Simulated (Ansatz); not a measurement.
Ag in space group P6/mmm (No. 191; Ag on 2e, Ag on 2d, Ag on 3f) under volume change, r²SCAN (plane waves, PAW; program Ansatz), shape and atoms relaxed at each volume.

```
V (Å³/atom)  E − E(relaxed) (meV/atom)  P (GPa)
-----------  -------------------------  -------
16.628                            52.3    11.30
17.176                            21.6     6.77
17.724                             5.0     3.05
18.272                             0.0     0.00
18.820                             4.4    -2.50
19.368                            16.6    -4.54
19.917                            35.0    -6.20
```

What does a third-order Birch–Murnaghan fit give for V₀, B₀ and B′?

V₀ = 18.27 Å³/atom, B₀ = 91.8 GPa, B′ = 5.7.

The start of the workflow was typed in or built on a structure type; neither database checked (COD, Materials Project) lists it. It is not the phase usual at ambient conditions (space group No. 225). The cell was relaxed with r²SCAN under the symmetry of its start. At this level the phase is mechanically unstable. The run is not spin-polarised.

Potentials: the later of the program's two PAW sets.
